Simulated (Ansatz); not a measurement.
Ir (simple cubic): energy against volume

Level of theory: DFT, BLYP, plane waves (420 eV) with PAW, scalar-relativistic (Ansatz). (PAW data from PBE, frozen cores regenerated.)

The cell is scaled uniformly from the relaxed one, with fractional coordinates and shape fixed. Energies are extrapolated to zero smearing, pressures are those at the given smearing. Magnetic state: spin not included.

A Birch-Murnaghan fit gives V₀ = 17.90 Å³/atom, B₀ = 209 GPa, B₀′ = 5.1.

Q: What are the energy above the minimum and the pressure at 15.777 Å³/atom?

A: 212.5 meV/atom and 36.54 GPa as computed.

Q: What are the energy above the minimum and the pressure at 17.212 Å³/atom?

A: 18.9 meV/atom and 9.39 GPa as computed.

Q: What are the energy above the minimum and the pressure at 20.080 Å³/atom?

A: 136.6 meV/atom and -17.52 GPa as computed.
